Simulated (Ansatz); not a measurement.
# Hg: computed property card

Hg:
Space group C2/m (No. 12); a = 4.622 Å, b = 3.644 Å, c = 2.946 Å, α = γ = 90.00°, β = 113.28°

| atom | site | symmetry | x | y | z |
|---|---|---|---|---|---|
| Hg | 2a | 2/m | 0.0000 | 0.0000 | 0.0000 |
(The calculation used a cell of 1 atom; values per cell refer to that cell.)

Space group C2/m (No. 12); conventional cell a = 4.6217 Å, b = 3.6445 Å, c = 2.9458 Å, α = 90.00°, β = 113.28°, γ = 90.00°.

Method: LDA (plane waves, PAW; program Ansatz). The cell and atoms are relaxed at this level. Other levels are named where they apply.

**Cell and energy**

```json
{
  "volume_per_atom": "22.79 Å³",
  "density": "14.62 g/cm³"
}
```

**Electronic structure**

```json
{
  "electronic_character": "metallic (no gap)",
  "Density of states at the Fermi level": "0.29 states/eV per atom (mean over ±0.08 eV)"
}
```

The workflow started from a Materials Project entry (that database holds measured and hypothetical structures alike); the Crystallography Open Database copy checked does not list it. It is not the usual solid phase (space group No. 166). The cell keeps a stress of up to 0.2 GPa. Symmetry was held in the LDA relaxation; its stability against distortions is not shown here. The substance is a gas or liquid at ambient conditions. Axis ratios of metals converge slowly with the k-mesh, so a and c are less sure than the volume. Scalar-relativistic: spin–orbit coupling is off unless named, which matters more the heavier the elements.

Potentials: the later of the program's two PAW sets.
